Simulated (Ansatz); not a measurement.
HF in its lowest state found on the top face of a (111) slab of Pd (Fm-3m (No. 225)), 3 planes, outer planes Pd (top) and Pd (bottom); 1 a cell of 26.20 Å², its atoms last:

```
CELL_PARAMETERS angstrom
5.50020 0.00000 0.00000
-2.75010 4.76331 0.00000
0.00000 0.00000 22.71789
ATOMIC_POSITIONS crystal
Pd 0.33333 0.16667 0.35215
Pd 0.33333 0.66667 0.35215
Pd 0.83333 0.16667 0.35215
Pd 0.83333 0.66667 0.35215
Pd 0.66501 0.33279 0.45261
Pd 0.66480 0.83272 0.45276
Pd 0.16477 0.33289 0.45268
Pd 0.16470 0.83296 0.45272
Pd 0.99637 0.49978 0.55314
Pd 0.99606 0.99993 0.55341
Pd 0.49609 0.49957 0.55294
Pd 0.49672 0.00173 0.55354
F 0.45362 0.84813 0.67107
H 0.43351 0.69424 0.64839
```

These are results of DFT PBE+D3(BJ), scalar-relativistic, plane waves, PAW (Ansatz), not measurements. Plane waves to 420 eV, a k mesh through Γ of 4×4×1 on the computed 14-atom cell and Gaussian smearing (0.10 eV); no spin polarisation. A dipole correction removes the field between periodic images along c.

The clean top face has a work function of 5.36 eV. Adsorption changes the slab's dipole along +c by Δp = -0.1456 e·Å a cell (-0.70 D an adsorbate).

(1) What change of work function does the Helmholtz equation give?

(2) How does that compare with the calculation?

(3) What does the sign say about the electrons?

Answers

(1) A sheet of dipoles makes a step in an electron's potential energy of −e·Δp/(ε0·A), and e/ε0 = 180.95 eV·Å for Δp in e·Å: −180.95 × (-0.1456)/26.20 = +1.01 eV. This is the change of φ(top) − φ(bottom). If the bottom face is unmoved, φ(top) becomes 6.36 eV.

(2) φ(top) changes by +0.98 eV and φ(bottom) by -0.02 eV, so their difference changes by +1.00 eV. The bottom face hardly moves.

(3) The change of dipole points into the surface (negative end outward), so the work function rises. The molecule's own dipole can set this sign. Δp also holds the adsorbate's own dipole and the moves of the surface atoms, so it isn't a charge transfer alone.